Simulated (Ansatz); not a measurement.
A relaxed cell of MgCd3O4 is given with its symmetry left out. The cell was found from a structure generator's guess, not taken from experiment.

Computed with Ansatz, DFT PBE, scalar-relativistic, plane waves, PAW. Cutoff 420 eV, Γ-centred mesh, Gaussian smearing, no spin polarisation.

```
CELL_PARAMETERS angstrom
3.27589 0.00000 0.00000
0.00000 4.66674 0.00000
0.00000 0.00000 6.64273
ATOMIC_POSITIONS crystal
Mg 0.00000 0.00000 0.00000
Cd 0.50000 0.50000 0.24445
Cd 0.00000 0.00000 0.50000
Cd 0.50000 0.50000 0.75555
O 0.00000 0.50000 0.00000
O 0.50000 0.00000 0.22372
O 0.00000 0.50000 0.50000
O 0.50000 0.00000 0.77628
```

Formation energies are uncorrected and refer to the elements' standard structures at the same level (O₂ as a molecule).

Q: What space group does it have?

A: Pmmm (No. 47), with Mg and Cd ordered on rock salt sites. Conventional cell: a = 3.276 Å, b = 4.667 Å, c = 6.643 Å. Mg is surrounded by 6 O at 2.21–2.33 Å; around Cd on a site of symmetry mm2 lie 6 O at 2.31–2.36 Å; around Cd on a site of symmetry mmm lie 6 O at 2.33–2.46 Å; O on a site of symmetry mmm has 4 Cd at 2.31 Å and 2 Mg at 2.33 Å; 2 more sites not described.

Q: What is its formation energy per atom?

A: −1.37 eV/atom. It lies below the elements, which doesn't yet make it stable against other compounds or structures.

Q: Is it a metal?

A: There is no gap on the 12×8×6 mesh, but valence and conduction bands overlap by only 0.12 eV, so at this level it is a semimetal.

The last run used a 12×8×6 mesh (in the run's order of axes) for its 8-atom cell and Gaussian smearing of 0.10 eV. The zero gap may come from the functional, which often closes small gaps. Symmetry constrained the relaxation, so the result can be a saddle point.
